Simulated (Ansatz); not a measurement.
C:
```cif
data_C8
_chemical_formula_sum 'C8'
_space_group_name_H-M_alt 'P63/mmc'
_space_group_IT_number 194
_space_group_name_Hall '-P 6c 2c'
_cell_length_a 2.50530
_cell_length_b 2.50530
_cell_length_c 8.26432
_cell_angle_alpha 90.000
_cell_angle_beta 90.000
_cell_angle_gamma 120.000
loop_
_atom_site_label
_atom_site_type_symbol
_atom_site_symmetry_multiplicity
_atom_site_Wyckoff_symbol
_atom_site_fract_x
_atom_site_fract_y
_atom_site_fract_z
_atom_site_occupancy
C1 C 4 e 0.00000 0.00000 0.09295 1
C2 C 4 f 0.33333 0.66667 0.15554 1
```

Relaxed with PBEsol.

Question: Decompose the optical modes at the zone centre into irreducible representations, and say which are infrared and Raman allowed.

Answer: Point group 6/mmm: Γ_opt = 2A1g + A2u + 2B1g + 2B2u + 2E1g + E1u + 2E2g + 2E2u. Infrared: A2u, E1u. Raman: A1g, E1g, E2g.

Question: Assign frequencies (DFPT, DFT-PBEsol in the program Ansatz with PAW potentials).

Answer: E2u 389, E2g 407, E1g 532, B1g 699, B2u 709, A1g 1058, E1u 1210, A2u 1245, E2g 1246, E2u 1258, B2u 1287, A1g 1294, E1g 1307, B1g 1315 cm⁻¹.

Subscripts of B labels follow the axes of the standard setting.

Space group P6_3/mmc. The workflow started from a Materials Project entry (that database holds measured and hypothetical structures alike). Its sites differ from those of the usual phase in this space group: another stacking or structure type. The PBEsol relaxation kept the symmetry of its start; whether a distortion lowers the energy is not shown.

Potentials: the earlier of the program's two PAW sets. The files were generated under PBE; for other functionals the program regenerates the frozen cores, and for LDA and PBEsol the local potential too.
